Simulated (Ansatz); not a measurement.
ZnS (zinc blende)

```
ZnS
1.0
    0.00000     5.44344     5.44344
    2.72172     0.00000     2.72172
    2.72172     2.72172     0.00000
S Zn
2 2
Direct
  0.37500   0.75000   0.75000
  0.87500   0.75000   0.75000
  0.00000   0.00000   0.00000
  0.50000   0.00000   0.00000
```

In each cell atom 4 (Zn, nearest neighbour S at 2.357 Å; its periodic images, 3.8 Å or more away, move with it) moves by s·(-0.577, 0.577, 0.577) (towards the nearest neighbour), the rest being held.

Method: PBE (plane waves to 420 eV, PAW, scalar-relativistic; Ansatz, a program for electronic structure). k mesh 4×8×8 (Γ-centred), Fermi-Dirac smearing 0.05 eV. E stands for the smeared free energy. ZnS was relaxed with its symmetry unable to fall. ΔE is measured from the undisplaced structure.

| s (Å) | ΔE (meV/cell) |
|---|---|
| -0.470 | 449 |
| -0.376 | 323 |
| -0.282 | 204 |
| -0.188 | 101 |
| -0.094 | 28 |
| 0.000 | 0 |
| 0.094 | 36 |
| 0.188 | 161 |
| 0.282 | 412 |
| 0.376 | 836 |
| 0.470 | 1505 |

### Question
What force constant k = d²E/ds² at s = 0 does the table give?

### Answer
7.2 eV/Å². It is the second difference of the nearest points, corrected with the next pair.

### Question
With k = 7.19 eV/Å² from the forces, is the well harmonic out to s = 0.470 Å?

### Answer
½ks² = 794 meV/cell against the computed 1505 meV/cell, so the well is stiffer than harmonic there.

(A displaced cell: forces are minus the slopes of the energy, force constants its curvatures, and phonons follow from these.)
